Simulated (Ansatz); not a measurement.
Comparing deformations in In$_{3}$Se

The calculation used DFT PBEsol+D3(BJ), scalar-relativistic, plane waves, PAW in Ansatz 0.2.0. The runs took a 420 eV cutoff, a Γ-centred 10×10×10 mesh and Gaussian smearing (0.15 eV). No spin polarisation. Energies are free energies at this smearing, counted from the undisturbed cell; pressure is positive in compression.

Zero of the scan (relaxed at this level; it needn't be the usual structure):

```
CELL_PARAMETERS angstrom
4.58785 0.00000 0.00000
0.00000 4.58785 0.00000
0.00000 0.00000 4.58785
ATOMIC_POSITIONS crystal
In 0.00000 0.50000 0.50000
In 0.50000 0.00000 0.50000
In 0.50000 0.50000 0.00000
Se 0.00000 0.00000 0.00000
```

The cell is strained by ε times a Voigt pattern (xx, yy, zz, yz, xz, xy; engineering shear) with fractional coordinates fixed. τ = (1/V0) dE/dε comes from the stress tensor. Of each scan, only the three points used here are listed.

```
           pattern        ε  τ (GPa)
(0, 0, 0, 1, 0, 0)  -0.0125   -0.118
(0, 0, 0, 1, 0, 0)   0.0000    0.000
(0, 0, 0, 1, 0, 0)   0.0125    0.118
(1, 0, 0, 0, 0, 0)  -0.0150   -0.766
(1, 0, 0, 0, 0, 0)   0.0000    0.012
(1, 0, 0, 0, 0, 0)   0.0150    0.733
```

Problem. Which constants do the scans give, and which deformation costs least for the same size of strain tensor?

Solution. The slope dτ/dε at zero (parabola through three points) is pᵀCp: (0, 0, 0, 1, 0, 0) gives C44 = 9.4 GPa; (1, 0, 0, 0, 0, 0) gives C11 = 50 GPa. The size of the strain tensor, ε:ε, is ε² times 0.5, 1.0. Per unit of it the stiffnesses are 18.8, 50 GPa, so (0, 0, 0, 1, 0, 0) is the softest of these: at ε:ε = (1 %)² the quadratic term costs 0.14 meV/atom against 0.38 for the stiffest.

In a metal these slopes depend on the k mesh and the smearing.

Cost: 18 runs of about 3.9 core-minutes in all, on Intel Xeon 6975P-C (Granite Rapids) (shared hosts).